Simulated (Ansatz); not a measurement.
Ansatz input file:

```yaml
crystal:
  lattice:
    - [4.2632161824, 0.0, 0.0]
    - [0.0, 4.2632161824, 0.0]
    - [0.0, 0.0, 4.2632161824]
  atoms:
    - { symbol: K, position: [0.5, 0.5, 0.5] }
    - { symbol: Mn, position: [0.0, 0.0, 0.0], spin: 4.56 }
    - { symbol: F, position: [0.5, 0.0, 0.0] }
    - { symbol: F, position: [0.0, 0.5, 0.0] }
    - { symbol: F, position: [0.0, 0.0, 0.5] }
basis:
  ecutwfc: 420
kpoints:
  mp_grid: { grid: [8, 8, 8] }
hamiltonian:
  xc: pbesol
scf:
  occupations: { method: gaussian, width: 0.02 }
output:
  forces: true
  stress: true
  eigenvalues: true
  populations: true
magnetization:
  spin_polarized: true
```

Run as
```bash
ansatz run input.yaml --threads 1 --pin off --max-ram 2560MiB --backend cpu --events-out ev --progress --plain --runs-dir out
```

These are results of DFT PBEsol, scalar-relativistic, plane waves, PAW in Ansatz, not measurements.

Abridged output:

```
Pseudopotentials: kind: paw
Pseudopotential: K, paw, valence charge 9, recommended cutoff 420 eV (normal)
Pseudopotential: Mn, paw, valence charge 15, recommended cutoff 420 eV (normal)
Pseudopotential: F, paw, valence charge 7, recommended cutoff 420 eV (normal)
Functional definition: PBEsol
Crystal: 5 atoms, lattice volume = 77.484 Å³
Basis set: ecut = 420 eV, 1503 PW (Γ), exchange–correlation on 60×60×60 points (8 copies of the dense FFT grid, shifted against one another)
Bands: 30, of which v1, the nominal top of the filled ones, is band 23 counted from 1 (22 counted from 0)
Symmetry: 48 space group operations
Space group: Pm-3m (ITA 221), of the structure as read, at distance tolerance 4.3e-5 Å
Magnetic group: BNS 221.92 (UNI 1594), of the structure as read, at distance tolerance 4.3e-5 Å
k-points: 35 of 512
Initial density: superposition of atomic densities (chi_scale 0.1, normalization cell, long waves kept (reshape's long-wave potential 0.00 eV rms))
Starting moments: Σ|m| = 4.56 μB on 1 of 5 sites
Initial wavefunctions: pseudopotential atomic-orbital guess
Functional: x = pbesol(κ = 0.804, μ = 0.12345679), c = pbesol(β = 0.046)
SCF iter   1: F=—  HF=-7798.890374 eV  |F-HF|=—  |Δ(HF+E_count)|=         —  Δρ=1.74e-1 (↑1.34e-1 ↓1.74e-1) dr2=6.56e1  dr2_m=4.18e-1  M=4.156 μB ∫|m|=4.156 μB  β_m=0.30  ethr=3.10e-3  ⟨swp⟩=6.6  Hψ=9142  notcnv=0
Mixer restart at iter 1: flushing history
spin=Collinear: Resta preconditioning applied to the charge; magnetization (m = ρ↑ − ρ↓) channel mixes plain (no charge-response kernel on spin).
SCF iter   2: F=—  HF=-7791.106032 eV  |F-HF|=—  |Δ(HF+E_count)|=    7.78e0  Δρ=4.65e-2 (↑4.65e-2 ↓2.42e-2) dr2=2.49e0  dr2_m=5.51e-1  M=5.000 μB ∫|m|=5.000 μB  β_m=0.31  ethr=3.10e-3  ⟨swp⟩=3.8  Hψ=5295  notcnv=0  defer=200
SCF iter   3: F=—  HF=-7790.530850 eV  |F-HF|=—  |Δ(HF+E_count)|=   5.75e-1  Δρ=2.86e-2 (↑2.86e-2 ↓1.77e-2) dr2=1.03e0  dr2_m=2.24e-1  M=5.000 μB ∫|m|=5.001 μB  β_m=0.59  ethr=3.10e-3  ⟨swp⟩=2.1  Hψ=3102  notcnv=0  defer=197
SCF iter   4: F=—  HF=-7790.141866 eV  |F-HF|=—  |Δ(HF+E_count)|=   3.89e-1  Δρ=5.89e-3 (↑5.24e-3 ↓5.89e-3) dr2=6.69e-2  dr2_m=8.93e-4  M=5.000 μB ∫|m|=5.005 μB  β_m=0.79  ethr=2.30e-3  ⟨swp⟩=3.1  Hψ=4480  notcnv=0  defer=194
SCF iter   5: F=—  HF=-7790.160228 eV  |F-HF|=—  |Δ(HF+E_count)|=   1.84e-2  Δρ=3.08e-3 (↑2.34e-3 ↓3.08e-3) dr2=1.45e-2  dr2_m=8.27e-4  M=5.000 μB ∫|m|=5.006 μB  β_m=0.79  ethr=1.49e-4  ⟨swp⟩=3.3  Hψ=4191  notcnv=0  defer=191
SCF iter   6: F=—  HF=-7790.158055 eV  |F-HF|=—  |Δ(HF+E_count)|=   2.17e-3  Δρ=8.36e-4 (↑8.36e-4 ↓8.24e-4) dr2=2.00e-3  dr2_m=2.95e-5  M=5.000 μB ∫|m|=5.005 μB  β_m=0.74  ethr=3.23e-5  ⟨swp⟩=2.4  Hψ=3892  notcnv=0  defer=191
SCF iter   7: F=—  HF=-7790.157765 eV  |F-HF|=—  |Δ(HF+E_count)|=   2.90e-4  Δρ=4.43e-4 (↑4.43e-4 ↓3.41e-4) dr2=2.42e-4  dr2_m=6.42e-5  M=5.000 μB ∫|m|=5.005 μB  β_m=0.87  ethr=4.44e-6  ⟨swp⟩=2.1  Hψ=4023  notcnv=0  defer=191
SCF iter   8: F=—  HF=-7790.157839 eV  |F-HF|=—  |Δ(HF+E_count)|=   7.37e-5  Δρ=6.61e-5 (↑6.61e-5 ↓5.59e-5) dr2=4.05e-6  dr2_m=1.82e-6  M=5.000 μB ∫|m|=5.005 μB  β_m=0.90  ethr=5.37e-7  ⟨swp⟩=2.0  Hψ=3431  notcnv=0  defer=191
SCF iter   9: F=—  HF=-7790.157754 eV  |F-HF|=—  |Δ(HF+E_count)|=   8.43e-5  Δρ=2.15e-5 (↑2.15e-5 ↓1.43e-5) dr2=7.69e-7  dr2_m=1.12e-7  M=5.000 μB ∫|m|=5.005 μB  β_m=0.95  ethr=9.01e-9  ⟨swp⟩=2.0  Hψ=3453  notcnv=0  defer=191
SCF iter  10: F=-7790.157754 eV  HF=-7790.157754 eV  |F-HF|=9.69e-9  |Δ(HF+E_count)|=   1.23e-7  Δρ=4.02e-6 (↑4.01e-6 ↓4.02e-6) dr2=4.88e-8  dr2_m=6.29e-10  M=5.000 μB ∫|m|=5.005 μB  β_m=0.97  ethr=2.22e-10  ⟨swp⟩=9.3  Hψ=10354  notcnv=0
SCF iter  11: F=-7790.157755 eV  HF=-7790.157755 eV  |F-HF|=7.04e-10  |Δ(HF+E_count)|=   2.53e-8  Δρ=1.46e-6 (↑1.46e-6 ↓1.34e-6) dr2=4.27e-9  dr2_m=1.90e-10  M=5.000 μB ∫|m|=5.005 μB  β_m=1.00  ethr=1.08e-10  ⟨swp⟩=1.9  Hψ=6244  notcnv=0
Mixer restart at iter 11: flushing history
SCF iter  12: F=-7790.157755 eV  HF=-7790.157755 eV  |F-HF|=1.24e-8  |Δ(HF+E_count)|=   6.96e-9  Δρ=2.90e-6 (↑2.90e-6 ↓1.90e-6) dr2=1.18e-8  dr2_m=4.28e-10  M=5.000 μB ∫|m|=5.005 μB  β_m=1.00  ethr=9.49e-12  ⟨swp⟩=1.5  Hψ=6558  notcnv=0  κ⁻¹=1.0e0(r=1)
SCF iter  13: F=-7790.157755 eV  HF=-7790.157755 eV  |F-HF|=3.05e-10  |Δ(HF+E_count)|=   3.77e-9  Δρ=4.31e-7 (↑4.31e-7 ↓4.30e-7) dr2=3.62e-10  dr2_m=6.31e-12  M=5.000 μB ∫|m|=5.005 μB  ethr=9.49e-12  ⟨swp⟩=1.0  Hψ=6080  notcnv=0
SCF 1 converged in 13 iterations: F = -7790.157755 eV  dr2 = 3.62e-10
SCF converged after 13 iterations
an eigenvalue changed by more than its tolerance at an iteration that met the thresholds in force, so the SCF went on 3 times, its first undamped step at iteration 11: the last check found none over its tolerance
Magnetization: 5.0000 μB (25.0000 up, 20.0000 down)
Absolute magnetization: 5.0047 μB (∫|ρ↑−ρ↓|, with the PAW one-centre terms)
Spin contamination: 0.0038 ħ² per cell (⟨S²⟩ above its minimum at these occupations)
Per-site moments (μB) at R_I (Å): [(0.00047113, 1.24350149), (4.18961448, 0.87928833762), (0.07294369, 0.87928833762), (0.07294369, 0.87928833762), (0.07294369, 0.87928833762)]
Free energy (F): -7790.157755 eV
Harris-Foulkes:  -7790.157755 eV  (|F-HF|=3.05e-10)
Internal energy: -7790.157755 eV  (E = F + TS)
E sigma→0 (E₀):  -7790.157755 eV
Fermi energy:    7.090532 eV
--- Per-component energies (eV) ---
  E_band       = -546.117229
  E_kinetic    = 1168.517469
  E_local      = -5042.446891  (includes V_loc(G=0)·N_el)
  E_nonlocal   = 492.660042
  E_hartree    = 1990.118415
  E_xc         = -478.049577
  E_vxc        = -607.343214  (∫ρ·V_xc dr)
  E_paw        = -2621.894853  (= ΣΔE_a)
  E_vpaw       = -537.746956  (= ΣTr[D̂ρ^β])
  E_aug_tail   = 0.006034  (compensation charges beyond the density's cutoff)
  E_ewald      = -3299.473257
  E_core_change = 0.404863  (= ΣΔE_core)
  E_smearing   =  0.000000  (= −TS)
--- Forces (eV/Å), atoms counted from 1 ---
  atom   1  K      0.00000000     0.00000000     0.00000000
  atom   2  Mn     0.00000000     0.00000000     0.00000000
  atom   3  F      0.00000000     0.00000000     0.00000000
  atom   4  F      0.00000000     0.00000000     0.00000000
  atom   5  F      0.00000000     0.00000000     0.00000000
--- Stress (GPa, compression-positive) ---
       -3.548986       0.000000       0.000000
        0.000000      -3.548986       0.000000
        0.000000       0.000000      -3.548986
  P = ⅓ Tr σ = -3.5490 GPa (-35.490 kbar)
--- Band table (eV; the first three rows and the last of 70) ---
  k-point 0 ↑: bands = ["-74.6267", "-43.5241", "-43.5241", "-43.5241", "-23.7674", "-17.5611", "-17.1725", "-17.1725", "-7.3049", "-7.3049", "-7.3049", "-0.0376", "-0.0376", "-0.0376", "1.5375", "1.5375", "1.5375", "1.6699", "1.6699", "1.6699", "3.9193", "3.9193", "3.9193", "4.5004", "4.5004", "7.6769", "11.8652", "11.8652", "13.7970", "14.0805"]
  k-point 1 ↑: bands = ["-74.6267", "-43.5243", "-43.5241", "-43.5241", "-23.7660", "-17.5467", "-17.1786", "-17.1719", "-7.3074", "-7.3017", "-7.3017", "-0.1428", "-0.0220", "-0.0220", "1.4741", "1.4741", "1.4937", "1.5145", "1.6370", "1.6370", "3.9215", "4.0106", "4.0106", "4.5012", "4.7001", "7.9326", "11.9601", "11.9718", "13.7835", "14.0416"]
  k-point 2 ↑: bands = ["-74.6267", "-43.5250", "-43.5240", "-43.5240", "-23.7627", "-17.5103", "-17.1951", "-17.1704", "-7.3135", "-7.2938", "-7.2938", "-0.4013", "0.0205", "0.0205", "1.1789", "1.2931", "1.2931", "1.4577", "1.5979", "1.5979", "3.9267", "4.2125", "4.2125", "4.5031", "5.0671", "8.6433", "12.0284", "12.2386", "13.8860", "13.9551"]
  k-point 34 ↓: bands = ["-69.6346", "-38.6245", "-38.6245", "-38.6245", "-23.7453", "-17.0792", "-17.0792", "-17.0792", "-7.3976", "-7.3976", "-7.3976", "-1.0162", "0.4326", "0.4326", "0.6126", "0.6126", "0.6126", "2.1243", "2.1243", "2.1243", "8.9844", "8.9844", "8.9844", "10.4316", "10.4316", "11.9461", "11.9461", "11.9461", "14.3641", "15.2629"]
--- Löwdin populations: 5 sites ---
  site symbol q [e]    m [muB]
     0      K      8.1831     0.0024
     1     Mn     13.6286     4.7202
     2      F      7.6730     0.0853
     3      F      7.6730     0.0853
     4      F      7.6730     0.0853
  spilling = 0.003758 (of n_electrons = 45.000000)
```

The calculation finished and met its thresholds.

It took 19 s on 1 thread of Arm Neoverse V2, on a shared host, peak memory 0.43 GiB.

The cell holds one magnetic atom, so it can only be ferromagnetic; an antiferromagnetic order may lie lower.